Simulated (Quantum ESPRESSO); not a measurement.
# Zr2TaO5F3: convergence and cost over cutoff and k mesh

A calculation, not a measurement. The program is pw.x of Quantum ESPRESSO 7.5 (plane-wave density functional theory). The cell is made up: 11 atoms on a rutile lattice with one site empty, with randomly drawn elements, strain and displacements, not relaxed. PseudoDojo standard norm-conserving files (v0.5 for PBE, v0.4.1 for LDA and PBEsol) set the functional; there is no spin polarisation, spin-orbit coupling or dispersion term, and the masses in the input are unused placeholders.

Input of the run in row 4:

```
&control calculation='scf', pseudo_dir='./dojo.nc.sr.pbe.v0_5.standard.upf', outdir='./o', disk_io='low', tprnfor=.true., tstress=.true. /
&system ibrav=0, nat=11, ntyp=4, nbnd=50, ecutwfc=84.00895049, nosym=.true., tot_charge=0,
 occupations='smearing', smearing='fd', degauss=0.0018374661
/
&electrons conv_thr=7.350e-09, electron_maxstep=60, /
ATOMIC_SPECIES
F 1.0 F.upf
O 1.0 O.upf
Ta 1.0 Ta.upf
Zr 1.0 Zr.upf
CELL_PARAMETERS angstrom
4.9379 0.0 0.0
0.0 4.9379 0.0
0.0 0.0 6.5906
ATOMIC_POSITIONS angstrom
Zr -0.0755 0.0069 -0.0748
Zr 2.4977 2.567 1.6463
Ta 0.0858 0.054 3.2895
O 1.5039 1.5032 0.0061
F 3.4912 3.384 0.028
O 3.9495 1.0137 1.6324
F 0.9022 4.0013 1.5266
O 1.6034 1.4453 3.3836
O 3.4321 3.4701 3.2945
O 3.9145 0.892 5.0129
F 1.0376 4.0347 5.0272
K_POINTS automatic
5 5 4 1 1 1
```

The same cell was run at these settings. Meshes are shifted by half a step, and differences are from the last row, which is itself not exact.

| cutoff (eV) | k mesh | k points solved | threshold (eV) | free energy less the last row's (eV) | pressure (GPa) | largest stress difference (GPa) | largest force difference (eV/Å) | iterations | wall time (s) | k-point pools | processor |
| --- | --- | --- | --- | --- | --- | --- | --- | --- | --- | --- | --- |
| 800 | 2 x 2 x 2 | 4 | 1e-04 | 1.493 | -24.33 | 10.79 | 0.044 | 14 | 66 | 1 | AMD EPYC, Zen 5 class |
| 1143 | 2 x 2 x 2 | 4 | 1e-07 | 0.019 | -13.64 | 0.13 | 0.040 | 18 | 58 | 4 | Intel Xeon, older |
| 589 | 5 x 5 x 4 | 50 | 1e-07 | 17.062 | -78.65 | 65.36 | 0.188 | 17 | 141 | 4 | Intel Xeon, older |
| 1143 | 5 x 5 x 4 | 50 | 1e-07 | 0.003 | -13.66 | 0.02 | 0.001 | 18 | 403 | 4 | Intel Xeon, older |
| 1467 | 7 x 7 x 6 | 147 | 1e-07 | 0.000 | -13.63 | 0.00 | 0.000 | 18 | 1842 | 4 | Intel Xeon, older |

Each pool is one process. Wall times include start-up and a band step at six k points, which weighs most on the coarsest meshes. The runs were on shared virtual cores whose load varied, so times are rough.